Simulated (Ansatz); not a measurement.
# YSe: moving Se off its site

YSe, Fm-3m, a = 5.750 Å (as given, not relaxed at this level: -2.5 GPa). The structure is a COD entry; whether it is the stable form wasn't checked. Ansatz: PBEsol, PAW, 420 eV, Γ-centred 14×14×14 mesh on 2 atoms, Gaussian smearing 0.15 eV; no spin polarisation.

```yaml
crystal:
  lattice:
    - [0.00000, 2.87500, 2.87500]
    - [2.87500, 0.00000, 2.87500]
    - [2.87500, 2.87500, 0.00000]
  atoms:
    - { symbol: Y, position: [0.00000, 0.00000, 0.00000] }
    - { symbol: Se, position: [0.50000, 0.50000, 0.50000] }
```

Atom 2 (Se) moves by x along the unit vector (0.000, 0.000, 1.000), with its periodic images; all else is held. y is the free energy of the cell over the start, F the force along the path summed over the moved atoms. Symmetry makes y even in x.

| x (Å) | y (meV) | F (eV/Å) |
| --- | --- | --- |
| -0.200 | ? | ? |
| -0.100 | 31.0 | 0.63 |
| 0.000 | 0.0 | 0.00 |
| 0.025 | 1.9 | -0.15 |
| 0.050 | 7.7 | -0.31 |
| 0.075 | 17.4 | -0.47 |
| 0.125 | 48.8 | -0.79 |
| 0.150 | 70.8 | -0.97 |
| 0.175 | 97.1 | -1.15 |

Task: Fit y = c2 x² + c4 x⁴ to the energies of the other rows, give the force constant, and predict energy and force of the missing row.

Result: Least squares on the rows shown. y = 3073 x² + 3221 x⁴. The force constant is 2 c2 = 6.15 eV/Å², for the cell as given, at -2.5 GPa (for all images moving together, not for a lone atom). With two atoms in a cubic cell this is the optical mode at Γ (in a metal it hangs on mesh and smearing): ω = 521.5 √(2 c2/μ) = 200 cm⁻¹ for μ = 41.82 u. The force −dy/dx at the missing row is 1.33 eV/Å (computed 1.34). At x = -0.200 the fit asked for gives 128.1 meV. The run gave 128.1 meV, the same to the digits shown.

The cell has an odd number of electrons and ran without spin polarisation, so a magnetic or disproportionated state may lie lower.